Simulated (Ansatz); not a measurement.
InP (zinc blende, F-43m), PBE (plane waves, PAW; program Ansatz), all energies at zero smearing, with the estimated change up to a 700 eV cutoff added, with one set of potentials and settings (totals compare only within such a set). Cell of 2 atoms (1 In, 1 P): -6354.076 eV.

| element | reference phase | E (eV/atom) |
|---|---|---|
| In | I4/mmm, 1 atoms in the cell | -5597.9156 |
| P | Cmce, 4 atoms in the cell | -755.6733 |

Formation energy per atom, worked out: (-6354.076 − 1×(-5597.9156) − 1×(-755.6733))/2 = -0.243 eV/atom (-23 kJ per mol of atoms), at 0 K, without zero-point energy or fitted corrections.

The cell was relaxed with PBE under the symmetry of its start. The references are the lowest solids computed at this level, not always the standard phases.

Potentials: the earlier of the program's two PAW sets.
